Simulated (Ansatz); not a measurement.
Here is the system:

AsRu:
```
AsRu
1.0
    3.03990     0.00000     0.00000
    0.00000     3.03990     0.00000
    0.00000     0.00000     3.03990
Ru As
1 1
Direct
  0.00000   0.00000   0.00000
  0.50000   0.50000   0.50000
```

This is the PBEsol-relaxed structure.

All from PBEsol (plane waves, PAW; program Ansatz), unless another level is named. Estimate the electronic character.

metallic (no gap).

Give the density of states at the Fermi level.

1.2 states/eV per atom (mean over ±0.08 eV).

Predict the formation energy from the elements (no fitted shifts).

-26 meV/atom.

Predict the gap with spin–orbit coupling.

none (metallic).

Space group Pm-3m (CsCl type). The cell is a constructed one: a structure type filled with these elements; neither database checked (COD, Materials Project) lists it. Its standing as an ambient phase is unchecked. Symmetry was held in the PBEsol relaxation; whether a distortion lowers the energy is not shown. No spin polarisation was allowed. The references are the lowest solids computed at this level, not always the standard phases. Spin–orbit coupling is left out wherever it is not named.

Potentials: the earlier of the program's two PAW sets. The files were generated under PBE; for other functionals the program regenerates the frozen cores, and for LDA and PBEsol the local potential too.
